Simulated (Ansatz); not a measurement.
Squeezing Na (bcc type)

```yaml
crystal:
  lattice:
    - [-2.09856, 2.09856, 2.09856]
    - [2.09856, -2.09856, 2.09856]
    - [2.09856, 2.09856, -2.09856]
  atoms:
    - { symbol: Na, position: [0.00000, 0.00000, 0.00000] }
```

The cell comes from a relaxation on PAW files under the same functional.

Its volume is scaled at fixed shape and fractional positions.

Computed with Ansatz 0.2.0; functional PBE, scalar-relativistic. Settings: a Γ-centred 13×13×13 k mesh, Fermi–Dirac smearing of 0.05 eV, no spin polarisation. Methods: LAPW: all electrons, basis error target 1 meV/atom; PAW: frozen-core files, cutoff 420 eV; crystal datasets: all electrons, by PAW datasets that the program makes for each cell; norm-conserving: pseudopotentials, cutoff 1197 eV; PAW (cutoff 800 eV): frozen-core files, cutoff 800 eV.

Energies are extrapolated to zero smearing and count from the unscaled cell; pressure is positive in compression; gaps take the mesh and a band path. No temperature or zero-point motion is included.

```
V/V0  V (Å³/atom)  P LAPW (GPa)  ΔE LAPW (eV/atom)  P PAW − LAPW (GPa)  ΔE PAW − LAPW (meV/atom)
1.00        36.97          0.01              0.000               -0.01                       0.0
0.88        32.53          1.27              0.016               -0.02                      -0.3
0.78        28.84             ?                  ?                   ?                         ?
0.68        25.14          6.15              0.167               -0.02                      -1.0
0.58        21.44         11.70              0.366               -0.01                      -1.3
0.50        18.48         19.70              0.649                0.00                      -1.4
0.43        15.90          32.0              1.057                0.03                      -1.2
```

Q: Fit the Vinet equation to the LAPW pressures shown (residuals weighted by 1/(|P| + 0.03·Pmax)), and predict the pressure of the withheld row.

A: The fit gives V0 = 37.06 Å³/atom, B0 = 7.21 GPa and B0′ = 4.30. At 28.84 Å³/atom, x = (V/V0)^(1/3) = 0.9198, and P = 3·B0·(1 − x)/x²·exp[1.5·(B0′ − 1)·(1 − x)] = 3.05 GPa. The run itself gave 3.08 GPa (-0.8 % off) and ΔE = 0.064 eV/atom.

Q: From the table, what is the rise of the enthalpy H = E + pV up to the last row, and how stiff is the crystal between the last two rows?

A: ΔH = 1.057 eV + (32.0 GPa × 15.90 Å³ − 0.01 GPa × 36.97 Å³) × 0.006242 eV/(GPa·Å³) = 4.23 eV/atom, of which pV makes 75 %. The mean bulk modulus there is −ΔP/Δln V = 81.5 GPa.

Q: At the smallest volume, how far do crystal datasets and norm-conserving and PAW (cutoff 800 eV) lie from LAPW in pressure?

A: crystal datasets: 0.00 GPa; norm-conserving: +0.01 GPa; PAW (cutoff 800 eV): +0.02 GPa, on a LAPW pressure of 32.0 GPa.

Q: How do the Löwdin populations by LAPW change from the unscaled cell to the last row?

A: Na 3s 0.96 → 1.01 electrons an atom. These are projections on the shells that the free atoms fill; 0.04 e a cell lies outside them at the start and 0.02 e at the end.
